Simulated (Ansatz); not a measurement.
Ba:
```yaml
crystal:
  lattice:
    - [4.28854, 0.00000, 0.00000]
    - [-2.14427, 3.71398, 0.00000]
    - [0.00000, 0.00000, 3.89615]
  atoms:
    - { symbol: Ba, position: [0.00000, 0.00000, 0.00000] }
```

Relaxed with r²SCAN.

### Question
List the phonon frequencies at the special points (DFPT on a 4×4×3 q-mesh, Fourier-interpolated; r²SCAN (plane waves, PAW; program Ansatz)).

### Answer
In cm⁻¹.

| q | frequencies |
|---|---|
| Γ | 0 0 0 |
| M | 29i 46 72 |
| K | 32i 62 62 |
| A | 26i 26i 70 |
| L | 16 72 80 |
| H | 59 59 74 |

Space group P6/mmm (simple hexagonal). The workflow started from an entry of the Crystallography Open Database (COD); the relaxed space group is not among those it files for this formula. It is not the phase usual at ambient conditions (space group No. 229). The r²SCAN relaxation kept the symmetry of its start. At this level the phase is mechanically unstable. The volume moved by -24 % from the start of the relaxation. The volume fell by over 15 % from the filed cell, which may lack light atoms or belong to other conditions. As this level gives no gap, phonon frequencies hold no LO–TO term and depend on the k-mesh and smearing (Fermi–Dirac, 0.1 eV here). Spin–orbit coupling is left out wherever it is not named.

Potentials: the later of the program's two PAW sets.
